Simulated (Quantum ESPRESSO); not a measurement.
## Kohn-Sham bands of ZrGe$_{2}$ (Cmcm)

```
ZrGe2
1.0
    0.00000     0.00000     3.77434
   -3.81135     0.00000     0.00000
    1.90568    -7.61369     0.00000
Zr Ge
2 4
Direct
  0.75000   0.10633   0.21266
  0.25000   0.89367   0.78734
  0.75000   0.44240   0.88480
  0.25000   0.55760   0.11520
  0.25000   0.25018   0.50036
  0.75000   0.74982   0.49964
```

Cell from Materials Project (mp-2430), symmetrised, no further relaxation. COD (Crystallography Open Database) has an entry of this formula and space group (matched by these alone). Computed values, not measurements, from PBEsol: Quantum ESPRESSO (norm-conserving PseudoDojo potentials, cutoff 63 Ry, no spin polarisation, no spin-orbit coupling) on a Γ-centred 4×6×6 mesh, then Wannier90. Density: 8×8×8 mesh, cold smearing 0.01 Ry. Spin-orbit coupling, left out, would split the p-like bands by a few tenths of an eV.

Q: List the Kohn-Sham levels between −8 and 3.0 eV relative to the Fermi level at the high-symmetry points, as a band run of pw.x on that density gives them (levels within 2 meV counted together).

A: 
```json
[
 {"point": "Γ", "k (reciprocal lattice)": "0.000 0.000 0.000", "levels (eV)": "-4.29, -2.93, -2.84, -2.79, -2.77, -2.15, -2.08, -2.05, -0.36, 1.24, 1.28, 1.50, 1.73, 1.99, 2.12, 2.53, 2.89"},
 {"point": "Y", "k (reciprocal lattice)": "0.000 0.000 -0.500", "levels (eV)": "-7.57, -4.84, -4.24, -2.92, -2.61, -2.31, -2.25, -1.77, -1.49, -0.15, 1.08, 1.20, 1.52, 1.54, 1.92, 2.09, 2.28, 2.94"},
 {"point": "C_0", "k (reciprocal lattice)": "0.000 -0.469 -0.266", "levels (eV)": "-6.28, -5.59, -3.84, -3.06, -2.93, -1.42, -1.41, -0.74, -0.35, -0.05, 0.82, 1.09, 2.01, 2.09, 2.10, 2.83"},
 {"point": "Σ_0", "k (reciprocal lattice)": "0.000 -0.531 0.266", "levels (eV)": "-6.28, -5.59, -3.84, -3.06, -2.93, -1.42, -1.41, -0.74, -0.35, -0.05, 0.82, 1.09, 2.01, 2.09, 2.10, 2.83"},
 {"point": "Z", "k (reciprocal lattice)": "0.500 0.000 0.000", "levels (eV)": "-4.96 (×2), -2.30 (×2), -1.68 (×2), 0.04 (×2), 0.12 (×2), 1.88 (×2), 2.02 (×2), 2.62 (×2)"},
 {"point": "A_0", "k (reciprocal lattice)": "0.500 -0.531 0.266", "levels (eV)": "-5.60 (×2), -3.56 (×2), -3.18 (×2), -2.20 (×2), 1.91 (×2), 2.59 (×2), 2.84 (×2)"},
 {"point": "E_0", "k (reciprocal lattice)": "0.500 -0.469 -0.266", "levels (eV)": "-5.60 (×2), -3.56 (×2), -3.18 (×2), -2.20 (×2), 1.91 (×2), 2.59 (×2), 2.84 (×2)"},
 {"point": "T", "k (reciprocal lattice)": "0.500 0.000 -0.500", "levels (eV)": "-3.92 (×2), -2.89 (×2), -2.13 (×2), -0.61 (×2), -0.15 (×2), 2.19 (×2), 2.76 (×2)"},
 {"point": "S", "k (reciprocal lattice)": "0.000 -0.500 0.000", "levels (eV)": "-6.42, -5.35, -4.15, -3.07, -2.49, -1.71, -1.39, -0.67, -0.30, -0.17, 0.57, 1.09, 2.04, 2.15, 2.41"},
 {"point": "R", "k (reciprocal lattice)": "0.500 -0.500 0.000", "levels (eV)": "-5.59 (×2), -3.63 (×2), -3.18 (×2), -2.19 (×2), 1.94 (×2), 2.66 (×2), 2.87 (×2)"}
]
```
